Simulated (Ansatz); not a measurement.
GaNi₃C (anti-perovskite, space group No. 221) at seven volumes, PBEsol (plane waves, PAW; program Ansatz), scaled uniformly. One row is withheld.

```csv
V (Å³/atom),P (GPa)
9.471,25.96
9.783,15.82
10.096,7.25
10.408,0.00
10.720,-6.13
11.032,?
11.345,-15.68
```

**Question.** Fit the shown pressures and predict the withheld one.

**Answer.** Third-order Birch–Murnaghan: P = (3/2)B₀(x^(7/2) − x^(5/2))[1 + (3/4)(B′ − 4)(x − 1)] with x = (V₀/V)^(2/3). Least squares on the six rows gives V₀ = 10.408 Å³/atom, B₀ = 221.6 GPa, B′ = 4.58. At V = 11.032, x = 0.9619 and P = -11.29 GPa. The run itself gave -11.31 GPa.

Space group Pm-3m (anti-perovskite). A made-up cell: these elements were put on the sites of a structure type; the Crystallography Open Database copy checked does not list it. Whether it is the stable phase at ambient conditions was not checked. The cell was relaxed with PBEsol under the symmetry of its start; whether a distortion lowers the energy is not shown. The workflow began spin-polarised and lost its moments.

Potentials: the earlier of the program's two PAW sets. The files were generated under PBE; for other functionals the program regenerates the frozen cores, and for LDA and PBEsol the local potential too.
